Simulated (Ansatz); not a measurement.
Consider the following.

S:
```
S
1.0
    4.33412     0.00000     0.00000
    0.00000     8.87327     0.00000
    0.00000     0.00000    14.21325
S
24
Direct
  0.01269   0.32846   0.88328
  0.98731   0.67154   0.11672
  0.98731   0.67154   0.88328
  0.01269   0.32846   0.11672
  0.51269   0.17154   0.61672
  0.48731   0.82846   0.38328
  0.48731   0.82846   0.61672
  0.51269   0.17154   0.38328
  0.50000   0.50000   0.26906
  0.50000   0.50000   0.73094
  0.00000   0.00000   0.23094
  0.00000   0.00000   0.76906
  0.25595   0.71032   0.00000
  0.74405   0.28968   0.00000
  0.75595   0.78968   0.50000
  0.24405   0.21032   0.50000
  0.74237   0.86550   0.85704
  0.25763   0.13450   0.14296
  0.25763   0.13450   0.85704
  0.74237   0.86550   0.14296
  0.24237   0.63450   0.64296
  0.75763   0.36550   0.35704
  0.75763   0.36550   0.64296
  0.24237   0.63450   0.35704
```

This is the LDA-relaxed structure. Cartesian axes are those of the cell as given.

Task: All from plane-wave PAW LDA (Ansatz code), unless another level is named. Give the band gap.

Result: 1.48 eV (indirect).

Task: What about the smallest direct gap on the standard path?

Result: 1.71 eV.

Task: Predict the valence-band maximum.

Result: at U (k = 0.500, 0.000, 0.500).

Task: Predict the conduction-band minimum.

Result: at Γ.

Space group Pnnm (S12-ring). The workflow started from a Materials Project entry (that database holds measured and hypothetical structures alike); the Crystallography Open Database files this formula in space group No. 58, but the cells were not matched. It is not the phase usual at ambient conditions (space group No. 70). The cell was relaxed with LDA under the symmetry of its start; its stability against distortions is not shown here. A crystal of weakly bound molecules computed without a dispersion correction: the cell and the soft elastic constants depend strongly on that.

Potentials: the later of the program's two PAW sets.
